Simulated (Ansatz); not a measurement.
Re$_{2}$B in space group P6_3/mmc (No. 194; B on 2c, Re on 2a, Re on 2d), plane-wave PAW r²SCAN (Ansatz code), all energies at zero smearing, with the estimated change up to a 700 eV cutoff added, with one set of potentials and settings (totals compare only within such a set). Cell of 6 atoms (2 B, 4 Re): -43836.940 eV.

| element | reference phase | E (eV/atom) |
|---|---|---|
| B | R-3m, 12 atoms in the cell | -156.5545 |
| Re | P6_3/mmc, 4 atoms in the cell | -10881.8846 |

Formation energy per atom, worked out: (-43836.940 − 2×(-156.5545) − 4×(-10881.8846))/6 = 0.618 eV/atom (60 kJ per mol of atoms), at 0 K, without zero-point energy or fitted corrections.

A made-up cell: these elements were put on the sites of a structure type; neither database checked (COD, Materials Project) lists it. Its standing as an ambient phase is unchecked. Symmetry was held in the r²SCAN relaxation; whether a distortion lowers the energy is not shown. No spin polarisation was allowed. The references are the lowest solids computed at this level, not always the standard phases. Scalar-relativistic: spin–orbit coupling is off unless named, which matters more the heavier the elements.

Potentials: the earlier of the program's two PAW sets.
